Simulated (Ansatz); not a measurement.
Here is the system:

PbS (rock salt)

```cif
data_Pb4S4
_chemical_formula_sum 'S4 Pb4'
_space_group_name_H-M_alt 'Fm-3m'
_space_group_IT_number 225
_space_group_name_Hall '-F 4 2 3'
_cell_length_a 6.00891
_cell_length_b 6.00891
_cell_length_c 6.00891
_cell_angle_alpha 90.000
_cell_angle_beta 90.000
_cell_angle_gamma 90.000
loop_
_atom_site_label
_atom_site_type_symbol
_atom_site_symmetry_multiplicity
_atom_site_Wyckoff_symbol
_atom_site_fract_x
_atom_site_fract_y
_atom_site_fract_z
_atom_site_occupancy
S1 S 4 a 0.00000 0.00000 0.00000 1
Pb1 Pb 4 b 0.50000 0.50000 0.50000 1
```
(The calculation used a cell of 2 atoms; values per cell refer to that cell.)

Equation-of-state scan: isotropic scaling of the cell above, V₀ being its volume. Symmetry pins the atoms to their sites.

These are PBE (plane waves to 420 eV, PAW, scalar-relativistic; Ansatz, a program for electronic structure) values and carry that method's errors. k mesh 10×10×10 (Γ-centred), Fermi-Dirac smearing 0.05 eV. The energy includes the smearing's −TS. Compression counts positive. PbS was relaxed with its symmetry unable to fall. Spin-orbit coupling is left out, though Pb is heavy. ΔE is measured from the relaxed starting cell.

The scan covers V/V₀ from 0.900 to 1.100 in 13 points.

Question: What is the fitted pressure derivative B₀′?

Answer: 4.3.

Question: What bulk modulus B₀ follows from a third-order Birch-Murnaghan fit?

Answer: 52.7 GPa.

(A scan under strain: stresses follow from slopes of the energy per volume, elastic moduli from its curvatures.)
